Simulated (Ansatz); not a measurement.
WSe₂:
```
WSe2
1.0
    3.30261     0.00000     0.00000
   -1.65130     2.86014     0.00000
    0.00000     0.00000    13.22733
W Se
2 4
Direct
  0.66667   0.33333   0.25000
  0.33333   0.66667   0.75000
  0.33333   0.66667   0.37578
  0.66667   0.33333   0.62422
  0.66667   0.33333   0.87578
  0.33333   0.66667   0.12422
```

Relaxed with r²SCAN+D4.

**Question.** Map the electron localisation function on the plane through (0.667, 0.333, 0.250) spanned by u = [0, 0, 1] and v = [1, -1, 0] in lattice vectors, from r²SCAN+D4 in the plane-wave PAW code Ansatz.

**Answer.** x is the fraction of u, y of v (the angle between them is 90°; rows are the nearest grid lines); atoms in the plane: W at (0.00, 0.00), W at (0.50, 0.67), Se at (0.13, 0.67), Se at (0.37, 0.00), Se at (0.63, 0.00), Se at (0.87, 0.67).
```
y \ x   0.000  0.100  0.175  0.275  0.375  0.450  0.550  0.625  0.725  0.825  0.900   1.00
------  -----  -----  -----  -----  -----  -----  -----  -----  -----  -----  -----  -----
1.00    0.012  0.211  0.038  0.837  0.095  0.580  0.580  0.095  0.837  0.038  0.211  0.012
0.931   0.564  0.323  0.117  0.772  0.407  0.622  0.622  0.407  0.772  0.117  0.323  0.564
0.862   0.536  0.722  0.630  0.394  0.786  0.511  0.511  0.786  0.394  0.630  0.722  0.536
0.759   0.151  0.695  0.860  0.027  0.483  0.456  0.456  0.483  0.027  0.860  0.695  0.151
0.690   0.160  0.286  0.843  0.022  0.191  0.704  0.704  0.191  0.022  0.843  0.286  0.160
0.621   0.173  0.389  0.853  0.021  0.195  0.661  0.661  0.195  0.021  0.853  0.389  0.173
0.552   0.260  0.713  0.847  0.018  0.196  0.273  0.273  0.196  0.018  0.847  0.713  0.260
0.448   0.452  0.473  0.460  0.017  0.110  0.143  0.143  0.110  0.017  0.460  0.473  0.452
0.379   0.508  0.089  0.042  0.013  0.052  0.204  0.204  0.052  0.013  0.042  0.089  0.508
0.310   0.511  0.057  0.024  0.011  0.043  0.212  0.212  0.043  0.011  0.024  0.057  0.511
0.241   0.320  0.110  0.042  0.044  0.320  0.303  0.303  0.320  0.044  0.042  0.110  0.320
0.138   0.612  0.211  0.060  0.528  0.743  0.576  0.576  0.743  0.528  0.060  0.211  0.612
0.0690  0.581  0.224  0.051  0.784  0.400  0.609  0.609  0.400  0.784  0.051  0.224  0.581
0.000   0.012  0.211  0.038  0.837  0.095  0.580  0.580  0.095  0.837  0.038  0.211  0.012
```

The density is the valence pseudo-density with augmentation charge, so density and ELF within about 1 Å of a nucleus are not all-electron values.

Space group P6_3/mmc. Symmetry was held in the r²SCAN+D4 relaxation; of distortions, only those at the zone centre were tested. No spin polarisation was allowed. Scalar-relativistic: spin–orbit coupling is off unless named, which matters more the heavier the elements.

Potentials: the later of the program's two PAW sets.
